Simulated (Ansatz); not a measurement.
Si3N4: do energies and stresses tell the same story?

Level of theory: DFT PBEsol, scalar-relativistic, plane waves, PAW (Ansatz).

Settings: cutoff 420 eV, Γ-centred mesh 6×6×6 on the computed 14-atom cell, Gaussian smearing of 0.02 eV; no spin polarisation.

Relaxed cell: I-43d, a = 6.455 Å, b = 6.455 Å, c = 6.455 Å, α = 90.00°, β = 90.00°, γ = 90.00°, 14 atoms in the primitive cell. This form isn't the usual stable structure of the compound.

Energies at zero smearing and pressures from the stress tensor, at volumes with shape and atoms relaxed:
```csv
V (Å³/atom),E − E(first) (meV/atom),P (GPa)
8.453,0.00,40.20
8.742,-61.64,28.47
9.030,-103.11,17.81
9.318,-126.43,8.31
9.606,-133.69,-0.01
9.894,-126.92,-7.33
10.182,-107.90,-13.68
10.567,-66.24,-20.84
```

Task: Check P = −dE/dV between neighbouring volumes, and get the bulk modulus from the pressures alone.

Result: With 1 eV/Å³ = 160.2 GPa:
```json
{"middle V (Å³/atom)": "8.597", "−ΔE/ΔV (GPa)": "34.269", "mean P (GPa)": "34.333"}
{"middle V (Å³/atom)": "8.886", "−ΔE/ΔV (GPa)": "23.053", "mean P (GPa)": "23.138"}
{"middle V (Å³/atom)": "9.174", "−ΔE/ΔV (GPa)": "12.968", "mean P (GPa)": "13.060"}
{"middle V (Å³/atom)": "9.462", "−ΔE/ΔV (GPa)": "4.036", "mean P (GPa)": "4.152"}
{"middle V (Å³/atom)": "9.750", "−ΔE/ΔV (GPa)": "-3.762", "mean P (GPa)": "-3.673"}
{"middle V (Å³/atom)": "10.038", "−ΔE/ΔV (GPa)": "-10.576", "mean P (GPa)": "-10.507"}
{"middle V (Å³/atom)": "10.375", "−ΔE/ΔV (GPa)": "-17.373", "mean P (GPa)": "-17.259"}
```

The two differ by 0.12 GPa at most. The mean of two end pressures misses the average over a step by about ΔV² P″/12, up to 0.10 GPa here; with that taken off 0.04 GPa remains, from the finite cutoff, the mesh or the relaxation's tolerance. Around V = 9.606 Å³/atom, the two neighbours give B = −V ΔP/ΔV = 9.606 × 15.65 / 0.576 = 260.8 GPa, against B0 = 258.5 GPa from the Birch–Murnaghan fit of the energies.

Cost: 9 runs of about 4.2 core-minutes in all, on Oxide Virtual Turin-like Processor (Zen 5) (shared hosts).